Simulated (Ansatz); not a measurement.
Relaxed CdTe (zinc blende):

```
CdTe
1.0
    0.00000     3.30902     3.30902
    3.30902     0.00000     3.30902
    3.30902     3.30902     0.00000
Te Cd
1 1
Direct
  0.75000   0.75000   0.75000
  0.00000   0.00000   0.00000
```

Scan: atom 2 (Cd, nearest neighbour Te at 2.866 Å; its periodic images, 4.7 Å or more away, move with it) is displaced along Cartesian x, direction (1.000, 0.000, 0.000) in Cartesian axes, by s. The other atoms stay.

These are PBE (plane waves to 420 eV, PAW, scalar-relativistic; Ansatz, a program for electronic structure) values and carry that method's errors. k mesh 7×7×7 (Γ-centred), Fermi-Dirac smearing 0.05 eV. Energies are smeared free energies. CdTe was relaxed with its symmetry unable to fall. Spin-orbit coupling is left out, though Te is heavy. The zero of ΔE is the undisplaced structure.

| s (Å) | ΔE (meV/cell) |
|---|---|
| -0.860 | 1192 |
| -0.688 | 803 |
| -0.516 | 470 |
| -0.344 | withheld |
| -0.172 | 55 |
| 0.000 | 0 |
| 0.172 | 55 |
| 0.344 | withheld |
| 0.516 | 470 |
| 0.688 | 803 |
| 0.860 | 1192 |

Question: Fit an even polynomial form (powers 2, 4) to the given rows and predict ΔE at s = -0.344.

Answer: Least squares on the 9 given rows: ΔE = (1850)·s² + (-322.2)·s⁴, in meV/cell with s in Å; root-mean-square residual 0.4 meV/cell. At -0.344 the fit gives 214 meV/cell; the calculation gives 215 meV/cell, so the interpolation is off by -1 (-0.5 %). The quadratic term alone would give 219 meV/cell.

(For displaced atoms, the force is minus the slope of the energy, and its curvature is a force constant, which sets phonon frequencies.)
